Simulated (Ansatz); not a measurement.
A crystal relaxed with r2SCAN in the plane-wave code Ansatz has space group Pmm2 (No. 25) and a = 4.089 Å, b = 8.195 Å, c = 5.799 Å.

| atom | site | x | y | z |
| --- | --- | --- | --- | --- |
| Xx | 1a | 0.0000 | 0.0000 | 0.9970 |
| P | 1c | 0.5000 | 0.0000 | 0.2202 |
| In | 2h | 0.5000 | 0.2406 | 0.4997 |
| P | 2g | 0.0000 | 0.2368 | 0.7610 |
| In | 1b | 0.0000 | 0.5000 | 0.0011 |
| P | 1d | 0.5000 | 0.5000 | 0.2603 |

r2SCAN gives a direct gap of 1.18 eV at Γ. With HSE06 the gap is 1.56 eV and direct, at Γ. Meshes: r2SCAN 6×4×4, HSE06 4×2×4.

**Question.** Which element is Xx?
A. Al
B. B
C. Ga
D. Tl

**Answer.** C. Xx is Ga: an ordered 8-atom cell of In3GaP4 on the zincblende lattice (Pmm2). Around Ga lie 4 P at 2.37–2.42 Å; around P lie 2 Ga at 2.42 Å and 2 In at 2.55 Å; around In lie 4 P at 2.54–2.55 Å; around P lie 1 Ga at 2.37 Å and 3 In at 2.55–2.57 Å; around In lie 4 P at 2.54–2.57 Å; around P lie 4 In at 2.54 Å.

Note: simulated data, non-magnetic, for a generated structure that need not be the stable one.

No spin-orbit coupling is included; it can move band edges with weight on the heavy atoms by tenths of an eV.

The meshes of the hybrids are coarse, so their gaps aren't converged to the digits shown.
